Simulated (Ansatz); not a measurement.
Given:

ZrO$_{2}$ (tetragonal-ZrO2 type, space group P4_2/nmc)

```
ZrO2
1.0
    3.58446     0.00000     0.00000
    0.00000     3.58446     0.00000
    0.00000     0.00000     5.17872
Zr O
2 4
Direct
  0.00000   0.00000   0.00000
  0.50000   0.50000   0.50000
  0.00000   0.50000   0.20116
  0.00000   0.50000   0.70116
  0.50000   0.00000   0.29884
  0.50000   0.00000   0.79884
```

The volume is varied about the relaxed value V₀ at fixed cell shape. The atoms relax within the cell's symmetry.

All values below come from PBEsol (plane waves to 420 eV, PAW, scalar-relativistic; Ansatz, a program for electronic structure). k mesh 9×9×7 (Γ-centred), Fermi-Dirac smearing 0.05 eV. The energy includes the smearing's −TS. Stress and pressure are positive under compression. With the shape held, the modulus is that of even scaling; a crystal free to change shape is softer. The PAW data are Ansatz's earlier set. This is a high-temperature form of ZrO2. ZrO2 is run without spin polarisation. ZrO2 was relaxed with its symmetry unable to fall. The zero of ΔE is the relaxed starting cell.

The scan covers V/V₀ from 0.900 to 1.100 in 9 points.

Question: What is ΔE at V/V₀ = 1.100?

Answer: 56.0 meV/atom.

Question: What is ΔE at V/V₀ = 0.900?

Answer: 82.9 meV/atom.

Question: What pressure does the cell carry at V/V₀ = 0.900?

Answer: 26.5 GPa.

(Under strain, the slope of the energy per volume gives the stress and its curvature an elastic modulus.)
